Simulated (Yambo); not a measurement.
CsH (CsCl type, space group Pm-3m, No. 221): a test of whether the lowest BSE state is resolved, against the k mesh (Yambo, LDA bands; otherwise 1 valence and 6 conduction bands, static screening with 23 bands and a 4 Ry block, scissor 2.02 eV, Tamm-Dancoff).

```
k mesh    direct gap (eV)  lowest state (eV)  difference (eV)  k points taking part  rough cost
--------  ---------------  -----------------  ---------------  --------------------  ----------
4×4×4                4.51               3.89             0.62                   1.3  about 1/30
6×6×6                4.51               4.05             0.46                   1.2  about 1/10
8×8×8                4.51               4.15             0.36                   1.3   about 1/3
10×10×10             4.51               4.20             0.31                   1.6           1
```

The last step moves the difference by 0.05 eV. Even the densest mesh doesn't resolve the state: none of these energies is a result, and the difference is no binding energy.

These are vertical excitations (zero momentum); the indirect quasiparticle gap, about 4.36 eV, is smaller than the direct one (4.51 eV on the GW mesh). The scissor comes from a G0W0 run whose convergence isn't established; costs are rough.

Geometry of the Materials Project entry, not relaxed at this level; primitive cell a = 3.8184 Å, b = 3.8184 Å, c = 3.8184 Å, α = 90.00°, β = 90.00°, γ = 90.00°.

The structure is a Materials Project entry; no match was found in the copy of COD used, and its stability was not checked.
